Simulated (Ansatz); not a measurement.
**Structures of Ca3Pt: which is lowest?**

Plane-wave DFT in Ansatz with scalar-relativistic PAW potentials, cutoff 420 eV, Γ-centred meshes chosen by cell and gap, Gaussian smearing with energies taken to zero width. Every cell was relaxed (cell and atoms) in a run of its own, within the symmetry of its start. Functional: PBE.

Relaxed structures (starts from databases or built by putting these elements on another compound's sites):
A. Pm-3m, 4 atoms in the computed cell, a = 4.789 Å; sites (symmetry × multiplicity) Ca 4/mm.m × 3, Pt m-3m × 1; start: built
B. I4/mmm, 4 atoms in the computed cell, a = 4.784 Å, c = 9.610 Å; sites (symmetry × multiplicity) Ca -4m2 × 4 + 4/mmm × 2, Pt 4/mmm × 2; start: built

Question: Rank them by energy. Could pressure change the order?

Answer:
```csv
structure,group,E − E(lowest) (meV/atom),V (Å³/atom),gap on mesh (eV)
A,Pm-3m,0.0,27.47,0.00
B,I4/mmm,40,27.50,0.00
```

A is lowest, 40 meV/atom under B. The two lowest differ in volume by under 3 %, too little for a first-order estimate of what pressure does to that pair (other pairs aren't weighed here); with rigid cells even 3 % in favour of the higher one would need about 8 GPa. Other structures may lie lower than all of these, and vibrations aren't counted.

Spin-orbit coupling is left out, which matters for the bands of heavy elements.